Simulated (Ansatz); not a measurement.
SiC:
```xyz
2
Lattice="0.0000 2.1783 2.1783 2.1783 0.0000 2.1783 2.1783 2.1783 0.0000" Properties=species:S:1:pos:R:3 pbc="T T T"
Si     3.2675     3.2675     3.2675
C      0.0000     0.0000     0.0000
```

Relaxed with r²SCAN.

### Question
Tabulate the valence density and the electron localisation function along the shortest Si–C contact (1.89 Å), plane-wave PAW r²SCAN (Ansatz code).

### Answer


```
distance from Si (Å)  density (e/Å³)   ELF
--------------------  --------------  ----
0.19                            0.14  0.38
0.28                            0.18  0.32
0.38                            0.25  0.35
0.47                            0.35  0.49
0.57                            0.46  0.68
0.66                            0.59  0.82
0.75                            0.70  0.89
0.85                            0.80  0.92
0.94                            0.90  0.93
1.04                            1.01  0.93
1.13                            1.15  0.92
1.23                            1.32  0.89
1.32                            1.51  0.83
1.41                            1.69  0.71
1.51                            1.77  0.49
1.60                            1.74  0.22
1.70                            1.62  0.05
```

The density is the valence pseudo-density with augmentation charge, so density and ELF within about 1 Å of a nucleus are not all-electron values.

Space group F-43m (zinc blende). Symmetry was held in the r²SCAN relaxation; phonons on a q-mesh show no instability.

Potentials: the earlier of the program's two PAW sets.
